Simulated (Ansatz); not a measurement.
Ansatz (a program for electronic structure) input:

Ansatz 0.2 input:
```yaml
crystal:
  lattice:
    - [2.7307290256, 0.0, 0.0]
    - [-1.3653645128, 2.364880707, 0.0]
    - [0.0, 0.0, 4.4169117691]
  atoms:
    - { symbol: Ir, position: [0.6666666667, 0.3333333333, 0.75] }
    - { symbol: Ir, position: [0.3333333333, 0.6666666667, 0.25] }
kpoints:
  mp_grid: { grid: [13, 13, 7] }
  band_path:
    path:
      - [[0.0, 0.0, 0.0], [0.5, 0.0, 0.0], [0.3333333333, 0.3333333333, 0.0], [0.0, 0.0, 0.0], [0.0, 0.0, 0.5], [0.5, 0.0, 0.5], [0.3333333333, 0.3333333333, 0.5], [0.0, 0.0, 0.5]]  # Γ-M-K-Γ-A-L-H-A
      - [[0.5, 0.0, 0.5], [0.5, 0.0, 0.0]]  # L-M
      - [[0.3333333333, 0.3333333333, 0.5], [0.3333333333, 0.3333333333, 0.0]]  # H-K
    npoints: 8
hamiltonian:
  xc: r2scan
  pseudopotentials: { kind: paw }
magnetization: { noncollinear: true, spin_orbit: true }
scf:
  n_extra_bands: 12
  convergence: { dr2_threshold: 0.0000000001 }
  occupations: { method: gaussian, width: 0.05 }
output: { eigenvalues: true }
```

Output (shortened):

```
Pseudopotential: Ir, paw_fr, valence charge 17
Functional definition: r2SCAN
non-collinear run that drives no moment, with spin-orbit …
Crystal: 2 atoms, lattice volume = 28.524 Å³
Basis set: ecut = 500 eV, 713 PW (Γ), exchange–correlation on 80×80×144 points (64 copies of the dense FFT grid, shifted against one another)
Bands: 46, of which v1, the nominal top of the filled ones, is band 34 counted from 1 (33 counted from 0)
Symmetry: 24 space group operations + 24 with time reversal
k-points: 84 of 1183
Projection manifold: j_resolved (fully-relativistic pseudo-atomic orbitals)
iter 1 solved again at ethr=7.39e-4 eV; its pass at ethr=3.10e-3 eV (dr2=2.51e-1 eV) is discarded
SCF iter   1: F=—  HF=-23847.619081 eV  |F-HF|=—  |Δ(HF+E_count)|=         —  Δρ=3.42e-2  dr2=2.64e-1  dr2_τ=9.10e-3  dr2_m=0.00e0 (ungated)  ethr=7.39e-4  |M|=0.00e0 ∫|m|=0.00e0 μB  |m|>n=0.0e0 m-floor=0.0e0 τ_xc=0.0e0  β_m=0.30  ⟨swp⟩=1.9  Hψ=10738  notcnv=0…
preconditioner: auto → none
SCF iter   2: F=—  HF=-23847.657288 eV  |F-HF|=—  |Δ(HF+E_count)|=   3.82e-2  Δρ=2.41e-2  dr2=1.19e-1  dr2_τ=1.81e-3  dr2_m=0.00e0 (ungated)  ethr=7.39e-4  |M|=0.00e0 ∫|m|=0.00e0 μB  |m|>n=0.0e0 m-floor=0.0e0 τ_xc=0.0e0  β_m=0.61  ⟨swp⟩=2.0  Hψ=2526  notcnv=0
SCF iter   3: F=—  HF=-23847.662505 eV  |F-HF|=—  |Δ(HF+E_count)|=   5.22e-3  Δρ=5.62e-3  dr2=6.73e-3  dr2_τ=1.35e-4  dr2_m=0.00e0 (ungated)  ethr=3.51e-4  |M|=0.00e0 ∫|m|=0.00e0 μB  |m|>n=0.0e0 m-floor=0.0e0 τ_xc=0.0e0  β_m=0.67  ⟨swp⟩=2.2  Hψ=3269  notcnv=0  defer=14
SCF iter   4: F=—  HF=-23847.663060 eV  |F-HF|=—  |Δ(HF+E_count)|=   5.55e-4  Δρ=9.02e-4  dr2=9.29e-5  dr2_τ=4.74e-6  dr2_m=0.00e0 (ungated)  ethr=1.98e-5  |M|=0.00e0 ∫|m|=0.00e0 μB  |m|>n=0.0e0 m-floor=0.0e0 τ_xc=0.0e0  β_m=0.80  ⟨swp⟩=2.1  Hψ=3215  notcnv=0  defer=18
SCF iter   5: F=—  HF=-23847.663167 eV  |F-HF|=—  |Δ(HF+E_count)|=   1.07e-4  Δρ=9.13e-5  dr2=1.02e-6  dr2_τ=1.14e-7  dr2_m=0.00e0 (ungated)  ethr=2.73e-7  |M|=0.00e0 ∫|m|=0.00e0 μB  |m|>n=0.0e0 m-floor=0.0e0 τ_xc=0.0e0  β_m=0.81  ⟨swp⟩=2.1  Hψ=3115  notcnv=0  defer=18
SCF iter   6: F=—  HF=-23847.663166 eV  |F-HF|=—  |Δ(HF+E_count)|=   7.10e-7  Δρ=2.48e-5  dr2=4.93e-8  dr2_τ=5.74e-9  dr2_m=0.00e0 (ungated)  ethr=3.00e-9  |M|=0.00e0 ∫|m|=0.00e0 μB  |m|>n=0.0e0 m-floor=0.0e0 τ_xc=0.0e0  β_m=0.85  ⟨swp⟩=2.3  Hψ=3148  notcnv=0  defer=18
SCF iter   7: F=—  HF=-23847.663166 eV  |F-HF|=—  |Δ(HF+E_count)|=   1.04e-7  Δρ=4.33e-6  dr2=3.19e-9  dr2_τ=1.74e-10  dr2_m=0.00e0 (ungated)  ethr=1.45e-10  |M|=0.00e0 ∫|m|=0.00e0 μB  |m|>n=0.0e0 m-floor=0.0e0 τ_xc=0.0e0  β_m=0.80  ⟨swp⟩=2.7  Hψ=3328  notcnv=0  defer=18
SCF iter   8: F=—  HF=-23847.663166 eV  |F-HF|=—  |Δ(HF+E_count)|=   3.15e-9  Δρ=1.10e-6  dr2=2.58e-10  dr2_τ=5.86e-12  dr2_m=0.00e0 (ungated)  ethr=9.39e-12  |M|=0.00e0 ∫|m|=0.00e0 μB  |m|>n=0.0e0 m-floor=0.0e0 τ_xc=0.0e0  β_m=0.90  ⟨swp⟩=2.0  Hψ=2683  notcnv=0  defer=18
SCF iter   9: F=-23847.663166 eV  HF=-23847.663166 eV  |F-HF|=1.46e-11  |Δ(HF+E_count)|=  4.07e-10  Δρ=3.63e-7  dr2=3.81e-11  dr2_τ=1.18e-12  dr2_m=0.00e0 (ungated)  ethr=1.00e-12  |M|=0.00e0 ∫|m|=0.00e0 μB  |m|>n=0.0e0 m-floor=0.0e0 τ_xc=0.0e0  ⟨swp⟩=3.4  Hψ=4271  notcnv=0
SCF 1 converged in 9 iterations: F = -23847.663166 eV  dr2 = 3.81e-11
NSCF: frozen V_eff on 75 k-points
SCF converged after 9 iterations
Magnetization: |M| = 0.0000 μB,  M = (+0.0000, +0.0000, +0.0000) μB
Absolute magnetization: 0.0000 μB (∫|m|)
  site 0: m = (+0.0000, +0.0000, +0.0000) μB, |m| = 0.0000 μB  (R = 1.12 Å)
  site 1: m = (+0.0000, +0.0000, +0.0000) μB, |m| = 0.0000 μB  (R = 1.12 Å)
Free energy (F): -23847.663166 eV
Harris-Foulkes:  -23847.663166 eV  (|F-HF|=1.46e-11)
Internal energy: -23847.660183 eV  (E = F + TS)
E sigma→0 (E₀):  -23847.661675 eV
Entropy (-TS):   -0.002983 eV (-1.492 meV/atom)
Fermi energy:    25.557166 eV
--- Per-component energies (eV) ---
  E_band       = -216.721481
  E_kinetic    = 1246.011761
  E_local      = -2146.420753  (includes V_loc(G=0)·N_el)
  E_nonlocal   = 131.251605
  E_hartree    = 825.569001
  E_xc         = -510.609056
  E_vxc        = -666.949260  (∫ρ·V_xc dr)
  E_paw        = -18436.706174  (= ΣΔE_a)
  E_vpaw       = -473.198600  (= ΣTr[D̂ρ^β])
  E_aug_tail   = -0.000021  (compensation charges beyond the density's cutoff)
  E_vtau       = 41.445460  (kinetic-family band-sum trace: ∫τ·v_τ [+ j·A + Jᵃ·Aᵃ] dr)
  E_ewald      = -4956.089606
  E_core_change = -0.666941  (= ΣΔE_core)
  E_smearing   = -0.002983  (= −TS)
  E_closure    = 0.000000  (closes the sum)
  Σ components = -23847.663166   (vs F -23847.663166, Δ=0.00e0)
  [band-id]    e_kinetic+e_local+e_nonlocal+2·e_hartree+e_vxc+e_vpaw+e_augmentation_tail+e_vtau = -216.721806   (vs E_band -216.721481, Δ=-3.25e-4)
--- Band table (eV; the first three rows and the last of 84) ---
  k-point 0: bands = ["-69.3462", "-69.3462", "-69.2695", "-69.2695", "-35.4710", "-35.4710", "-35.2614", "-35.2614", "-22.4087", "-22.4087", "-21.8014", "-21.8014", "-21.6508", "-21.6508", "-21.6496", "-21.6496", "13.9145", "13.9145", "17.0242", "17.0242", …
  k-point 1: bands = ["-69.3425", "-69.3425", "-69.2733", "-69.2733", "-35.4606", "-35.4606", "-35.2717", "-35.2717", "-22.3732", "-22.3732", "-21.7939", "-21.7939", "-21.6905", "-21.6905", "-21.6571", "-21.6571", "14.1538", "14.1538", "17.0407", "17.0407", …
  k-point 2: bands = ["-69.3318", "-69.3318", "-69.2840", "-69.2840", "-35.4313", "-35.4313", "-35.3006", "-35.3006", "-22.2727", "-22.2727", "-21.8005", "-21.8005", "-21.7730", "-21.7730", "-21.6783", "-21.6783", "14.8273", "14.8273", "16.9982", "16.9982", …
  k-point 83: bands = ["-69.2567", "-69.2567", "-69.2550", "-69.2550", "-35.5087", "-35.5087", "-35.5040", "-35.5040", "-22.4502", "-22.4502", "-22.2699", "-22.2699", "-22.1208", "-22.1208", "-21.9408", "-21.9408", "18.7211", "18.7211", "18.8904", "18.8904", …
```

Cost: around 70 core-seconds (rough) on shared cores.

Space group P6_3/mmc (hcp (Mg type)). The first step of the workflow began from a Materials Project structure, measured or hypothetical; the Crystallography Open Database copy checked does not list it. It is not the phase usual at ambient conditions (space group No. 225). Symmetry was held in the r²SCAN relaxation; of distortions, only those at the zone centre were tested. No spin polarisation was allowed.

Potentials: the later of the program's two PAW sets.

Ansatz is a plane-wave DFT program.
